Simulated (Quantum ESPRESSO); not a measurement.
Band energies of Na3MoO3F3

```xyz
10
Lattice="2.7835 1.6070 4.8354 -2.7835 1.6070 4.8354 0.0000 -3.2141 4.8354" Properties=species:S:1:pos:R:3 pbc="T T T"
O     -0.6050     1.7442     8.9424
O     -1.2081    -1.3960     8.9424
O      1.8130    -0.3482     8.9424
F      0.6430    -1.8634     6.3472
F      1.2923     1.4885     6.3472
F     -1.9353     0.3749     6.3472
Na     0.0000     0.0000     3.2787
Na     0.0000     0.0000     7.3970
Na     0.0000     0.0000    10.5551
Mo     0.0000     0.0000     0.0032
```

LDA (pw.x of Quantum ESPRESSO, ONCV potentials, without SOC); path ΓLB1,BZΓX,QFP1Z,LP; energies in eV from the valence-band maximum.

```csv
k (1/Å),point,band 36,band 37,band 38,band 39,band 40,band 41,band 42,band 43
0.00,Γ,-1.20,-1.20,-0.27,-0.12,-0.12,4.21,4.53,4.53
0.23,,-1.22,-1.11,-0.23,-0.15,-0.12,4.24,4.49,4.54
0.46,,-1.27,-0.96,-0.24,-0.19,-0.08,4.29,4.43,4.56
0.69,L,-1.29,-0.91,-0.28,-0.19,-0.04,4.30,4.40,4.57
0.96,,-1.30,-0.95,-0.28,-0.23,-0.01,4.35,4.43,4.52
1.23,B1,-1.31,-0.98,-0.28,-0.24,-0.02,4.31,4.43,4.55
1.23,B,-1.31,-0.98,-0.28,-0.24,-0.02,4.31,4.43,4.55
1.42,,-1.26,-1.00,-0.27,-0.23,-0.10,4.20,4.47,4.58
1.62,,-1.20,-1.05,-0.24,-0.21,-0.18,4.06,4.54,4.58
1.82,Z,-1.18,-1.13,-0.24,-0.20,-0.20,3.99,4.57,4.57
2.03,,-1.19,-1.18,-0.24,-0.19,-0.16,4.03,4.51,4.60
2.25,,-1.20,-1.20,-0.26,-0.15,-0.12,4.14,4.49,4.58
2.46,Γ,-1.20,-1.20,-0.27,-0.12,-0.12,4.21,4.53,4.53
2.63,,-1.21,-1.14,-0.25,-0.14,-0.12,4.24,4.51,4.53
2.80,,-1.25,-1.02,-0.22,-0.18,-0.11,4.29,4.46,4.54
3.13,,-1.32,-0.95,-0.27,-0.23,-0.01,4.35,4.44,4.50
3.30,X,-1.30,-0.98,-0.28,-0.25,0.00,4.35,4.42,4.53
3.30,Q,-1.30,-0.98,-0.28,-0.25,0.00,4.35,4.42,4.53
3.59,F,-1.24,-0.95,-0.29,-0.25,-0.04,4.32,4.39,4.59
3.59,P1,-1.26,-0.96,-0.27,-0.24,-0.06,4.27,4.41,4.60
3.85,,-1.22,-1.03,-0.25,-0.22,-0.16,4.10,4.51,4.58
3.97,,-1.19,-1.08,-0.24,-0.21,-0.19,4.02,4.55,4.57
4.10,Z,-1.18,-1.13,-0.24,-0.20,-0.20,3.99,4.57,4.57
4.10,L,-1.29,-0.91,-0.28,-0.19,-0.04,4.30,4.40,4.57
4.25,,-1.27,-0.92,-0.28,-0.20,-0.04,4.29,4.40,4.58
4.56,P,-1.26,-0.96,-0.27,-0.24,-0.06,4.27,4.41,4.60
```

The LDA gap is indirect, 3.99 eV, from X to Z; the smallest direct gap is 4.19 eV. Another valence extremum on the path lies within 0.02 eV, too close to call.

Spin-orbit splittings are left out.

Geometry of the Materials Project entry, not relaxed at this level.
